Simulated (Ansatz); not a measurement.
CuI (zinc blende)

```
CuI
1.0
    0.00000     3.03967     3.03967
    3.03967     0.00000     3.03967
    3.03967     3.03967     0.00000
I Cu
1 1
Direct
  0.75000   0.75000   0.75000
  0.00000   0.00000   0.00000
```

Equation-of-state scan: isotropic scaling of the cell above, V₀ being its volume. Symmetry pins the atoms to their sites.

All values below come from PBE (plane waves to 420 eV, PAW, scalar-relativistic; Ansatz, a program for electronic structure). k mesh 9×9×9 (Γ-centred), Fermi-Dirac smearing 0.05 eV. E stands for the smeared free energy. Stress and pressure are positive under compression. CuI is run without spin polarisation. CuI was relaxed with its symmetry unable to fall. Spin-orbit coupling is left out, though I is heavy. The zero of ΔE is the relaxed starting cell.

```tsv
V (Å³/atom)	ΔE (meV/atom)
25.277	42.3
25.979	22.5
26.681	9.4
27.383	2.2
28.085	0.0
28.787	2.1
29.490	7.8
30.192	withheld
30.894	28.1
```

Task: Fit a third-order Birch-Murnaghan form (E₀, V₀, B₀, B₀′ free) to the given rows and predict ΔE at V = 30.192.

Result: Least squares on the 8 given rows: ΔE = E₀ + (9V₀B₀/16)·y²·[2 + (B₀′ − 4)y], y = (V₀/V)^(2/3) − 1, with V₀ = 28.079 Å³/atom, B₀ = 38.93 GPa (160.2 GPa = 1 eV/Å³; the term in eV is multiplied by 1000), B₀′ = 5.27, E₀ = 0.01 meV/atom; root-mean-square residual 0.02 meV/atom. At 30.192 the fit gives 16.6 meV/atom; the calculation gives 16.6 meV/atom, the same to the digits shown. For the pressure the fit gives -2.33 GPa against the computed -2.34 GPa.

(A scan under strain: stresses follow from slopes of the energy per volume, elastic moduli from its curvatures.)
